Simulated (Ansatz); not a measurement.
Bi2Te3:
Space group R-3m, hexagonal axes (No. 166); a = b = 4.387 Å, c = 30.281 Å, α = β = 90.00°, γ = 120.00°

```tsv
atom	site	symmetry	x	y	z
Bi	6c	3m	0.0000	0.0000	0.4002
Te	6c	3m	0.0000	0.0000	0.2093
Te	3a	-3m	0.0000	0.0000	0.0000
```
(The calculation used a cell of 5 atoms; values per cell refer to that cell.)

Relaxed with PBE+D3(BJ).

Q: Which orbitals make up the states near the band edges in PBE+D3(BJ) (plane waves, PAW; program Ansatz)?

A: Top 1 eV of the valence band: Te 5p 83 %, Bi 6p 9 %, Bi 6s 5 %. Bottom 1 eV of the conduction band: Bi 6p 59 %, Te 5p 30 %, Te 5s 6 %. Projections are on Löwdin-orthogonalised atomic valence shells; empty p or d shells of many metals are not among them.

Q: Tabulate the density of states.

A: States/eV per cell of 5 atoms, in 0.25 eV bins, energy from the valence-band maximum.

```
E (eV)  total  Te 5p  Bi 6p  Te 5s
------  -----  -----  -----  -----
-7.85    0.05   0.00   0.00   0.03
-7.60    0.00   0.00   0.00   0.00
-7.35    0.00   0.00   0.00   0.00
-7.10    0.00   0.00   0.00   0.00
-6.85    0.00   0.00   0.00   0.00
-6.60    0.00   0.00   0.00   0.00
-6.35    0.00   0.00   0.00   0.00
-6.10    0.00   0.00   0.00   0.00
-5.85    0.00   0.00   0.00   0.00
-5.60    0.00   0.00   0.00   0.00
-5.35    0.12   0.07   0.05   0.00
-5.10    1.14   0.65   0.46   0.02
-4.85    2.14   1.21   0.88   0.04
-4.60    1.93   1.10   0.79   0.03
-4.35    2.42   1.44   0.91   0.03
-4.10    3.33   2.01   1.22   0.06
-3.85    4.14   2.57   1.45   0.08
-3.60    4.05   2.52   1.37   0.09
-3.35    5.17   3.19   1.78   0.13
-3.10    4.33   2.68   1.47   0.10
-2.85    4.91   3.06   1.61   0.13
-2.60    4.46   2.70   1.52   0.13
-2.35    4.03   2.54   1.28   0.12
-2.10    3.35   2.26   0.90   0.09
-1.85    3.56   2.53   0.81   0.10
-1.60    4.35   3.36   0.71   0.10
-1.35    3.75   3.11   0.39   0.06
-1.10    4.66   3.94   0.42   0.06
-0.85    5.26   4.40   0.43   0.08
-0.60    4.21   3.48   0.33   0.07
-0.35    0.68   0.51   0.09   0.03
-0.10    0.02   0.01   0.00   0.00
0.15     0.00   0.00   0.00   0.00
0.40     0.01   0.00   0.01   0.00
0.65     0.45   0.11   0.27   0.04
0.90     3.56   1.00   2.16   0.24
1.15     4.89   1.56   2.85   0.24
1.40     4.72   1.73   2.55   0.16
1.65     3.87   1.57   1.97   0.10
1.90     3.49   1.46   1.74   0.08
2.15     3.31   1.39   1.67   0.07
2.40     2.87   1.21   1.43   0.05
2.65     3.63   1.40   1.75   0.06
2.90     3.24   1.24   1.57   0.04
3.15     3.40   1.30   1.56   0.04
3.40     3.77   1.30   1.46   0.04
3.65     3.80   1.13   1.19   0.03
3.90     3.19   0.95   0.97   0.02
4.15     2.99   0.71   0.70   0.01
4.40     2.30   0.57   0.56   0.01
4.65     2.99   0.43   0.40   0.01
4.90     3.41   0.32   0.29   0.01
5.15     2.19   0.06   0.05   0.00
```

Symmetry was held in the PBE+D3(BJ) relaxation; of distortions, only those at the zone centre were tested. Scalar-relativistic: spin–orbit coupling is off unless named, which matters more the heavier the elements.

Potentials: the later of the program's two PAW sets.
